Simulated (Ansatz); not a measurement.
The relaxed structure here is a generated cell of P2W: the first start was made by placing the elements on the sites of a structure type, and the end was not matched to a known phase here, so it may be hypothetical.

One starting cell of P2W (a generated trial cell of P2W in the AFLOW prototype A2B_mP12_14_2e_e (C43, as in ZrO2)) was relaxed twice with Ansatz (plane waves, PAW, scalar-relativistic): with PBEsol at 420 eV and with PBE at 420 eV. The PBEsol result:

```cif
data_P8W4
_chemical_formula_sum 'W4 P8'
_space_group_name_H-M_alt 'P 1'
_space_group_IT_number 1
_cell_length_a 5.69281
_cell_length_b 5.62478
_cell_length_c 6.08074
_cell_angle_alpha 90.000
_cell_angle_beta 105.427
_cell_angle_gamma 90.000
loop_
_space_group_symop_operation_xyz
  'x, y, z'
loop_
_atom_site_label
_atom_site_type_symbol
_atom_site_fract_x
_atom_site_fract_y
_atom_site_fract_z
_atom_site_occupancy
W1 W 0.32104 0.56923 0.76177 1
W2 W 0.67896 0.06923 0.73823 1
W3 W 0.67896 0.43077 0.23823 1
W4 W 0.32104 0.93077 0.26177 1
P1 P 0.09086 0.90685 0.83494 1
P2 P 0.90914 0.40685 0.66506 1
P3 P 0.90914 0.09315 0.16506 1
P4 P 0.09086 0.59315 0.33494 1
P5 P 0.37648 0.19154 0.94197 1
P6 P 0.62352 0.69154 0.55803 1
P7 P 0.62352 0.80846 0.05803 1
P8 P 0.37648 0.30846 0.44197 1
```

| quantity | PBEsol | PBE |
|---|---|---|
| space group | P2₁/c | P2₁/c |
| volume (Å³/atom) | 15.64 | (withheld) |
| a (Å) | 5.693 | (withheld) |
| b (Å) | 5.625 | (withheld) |
| c (Å) | 6.081 | (withheld) |
| gap (eV, no spin-orbit coupling) | 0.00 | (withheld) |

Q: Fill in the PBE column.

A: 
- volume (Å³/atom), PBE: 16.20
- a (Å), PBE: 5.727
- b (Å), PBE: 5.638
- c (Å), PBE: 6.252
- gap (eV, no spin-orbit coupling), PBE: 0.00

Both levels end in the same structure; PBE's volume is 3.5 % larger. Neither column is exact.

No spin polarisation in the result.

The run could not lose the symmetry of its start, so the end can be a saddle point.

Ansatz is an electronic-structure program.
